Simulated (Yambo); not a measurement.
```
CELL_PARAMETERS angstrom
      5.28604     0.00000     0.00000
     -2.64302     4.57784     0.00000
      0.00000     0.00000     8.62942
ATOMIC_POSITIONS crystal
  O  0.02146 0.51073 0.49543
  O  0.51073 0.02146 0.99543
  O  0.48927 0.51073 0.49543
  O  0.97854 0.48927 0.99543
  O  0.48927 0.97854 0.49543
  O  0.51073 0.48927 0.99543
  O  0.33333 0.66667 0.26155
  O  0.66667 0.33333 0.76155
  Al 0.33333 0.66667 0.06195
  Al 0.66667 0.33333 0.56195
  P  0.66667 0.33333 0.93699
  P  0.33333 0.66667 0.43699
```

Response from Yambo on PBEsol (Quantum ESPRESSO, PseudoDojo norm-conserving, 84 Ry, scalar-relativistic) bands: 3×3×2 mesh, 154 bands, 3 Ry local-field block, 0.2 eV broadening.

Q: Give the static electronic dielectric constant without and with local fields along each axis.

A: 
```tsv
field along	ε(0), independent particles	ε(0), RPA with local fields	refractive index √ε
x	2.11	1.96	1.40
z	2.11	1.96	1.40
```
Electronic (clamped-ion) response only. PBEsol gaps are usually too small, which raises these values. Convergence of the RPA response with its 3×3×2 mesh was not tested. x, y and z are Cartesian axes of the cell as given.

Geometry of the Materials Project entry, not relaxed at this level.
